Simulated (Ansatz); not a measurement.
Bi$_{2}$Se$_{3}$ (Bi2Te3 type, space group R-3m)

```xyz
5
Lattice="2.0723 1.1964 9.7553 -2.0723 1.1964 9.7553 0.0000 -2.3929 9.7553" Properties=species:S:1:pos:R:3 pbc="T T T"
Bi     0.0000     0.0000    11.6883
Bi     0.0000     0.0000    17.5775
Se     0.0000     0.0000     0.0000
Se     0.0000     0.0000     6.2688
Se     0.0000     0.0000    22.9970
```

E(V) scan at fixed shape, V₀ the volume above. The atoms relax within the cell's symmetry.

Method: r2SCAN+rVV10 (plane waves to 500 eV, PAW, scalar-relativistic; Ansatz, an electronic-structure program). k mesh 9×9×9 (Γ-centred), Fermi-Dirac smearing 0.05 eV. Energies are smeared free energies. Stress and pressure are positive under compression. With the shape held, the modulus is that of even scaling; a crystal free to change shape is softer. Bi2Se3 was relaxed with its symmetry unable to fall. Spin-orbit coupling is left out, though Bi is heavy. ΔE is measured from the relaxed starting cell.

| V (Å³/atom) | ΔE (meV/atom) |
|---|---|
| 24.381 | withheld |
| 25.309 | 78.1 |
| 26.238 | 40.4 |
| 27.167 | 16.5 |
| 28.096 | 3.8 |
| 29.024 | 0.0 |
| 29.953 | 3.2 |
| 30.882 | 11.8 |
| 31.811 | 24.6 |
| 32.740 | 40.6 |
| 33.668 | 59.1 |

Q: Fit a third-order Birch-Murnaghan form (E₀, V₀, B₀, B₀′ free) to the given rows and predict ΔE at V = 24.381.

A: Least squares on the 10 given rows: ΔE = E₀ + (9V₀B₀/16)·y²·[2 + (B₀′ − 4)y], y = (V₀/V)^(2/3) − 1, with V₀ = 29.033 Å³/atom, B₀ = 37.20 GPa (160.2 GPa = 1 eV/Å³; the term in eV is multiplied by 1000), B₀′ = 6.53, E₀ = 0.06 meV/atom; root-mean-square residual 0.05 meV/atom. At 24.381 the fit gives 133.7 meV/atom; the calculation gives 133.0 meV/atom, so the extrapolation is off by 0.7 (+0.5 %). For the pressure the fit gives 11.4 GPa against the computed 11.1 GPa.

(Under strain, the slope of the energy per volume gives the stress and its curvature an elastic modulus.)
